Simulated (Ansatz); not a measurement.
# Property card for ScIr₂

Theory: Ansatz, DFT r2SCAN, scalar-relativistic, plane waves, PAW.

Plane waves to 500 eV, a k mesh through Γ of 8×8×8 on the computed 6-atom cell and Gaussian smearing (0.10 eV); no spin polarisation.

The structure is relaxed at this level of theory with its symmetry kept. Whether it is the stable form of this composition wasn't checked.

```
CELL_PARAMETERS angstrom
0.00000 3.67947 3.67947
3.67947 0.00000 3.67947
3.67947 3.67947 0.00000
ATOMIC_POSITIONS crystal
Sc 0.50000 0.50000 0.50000
Sc 0.75000 0.75000 0.75000
Ir 0.12500 0.12500 0.12500
Ir 0.62500 0.12500 0.12500
Ir 0.12500 0.12500 0.62500
Ir 0.12500 0.62500 0.12500
```

Density of states at the Fermi level?

3.30 states/eV per cell.

Löwdin character within 0.5 eV of the Fermi level?

Ir 5d 70 %, Sc 3d 21 %, unprojected 5 %.

Bulk modulus?

235 GPa.

Its pressure derivative?

4.6.

Bader charges (e)?

Sc (2 in the cell) 1.68, Ir (4 in the cell) -0.84.

Spin-orbit coupling is left out, which matters for the bands of heavy elements.

Cost: 9 runs of about 5.1 core-minutes in all, on Arm Neoverse V2 (shared hosts).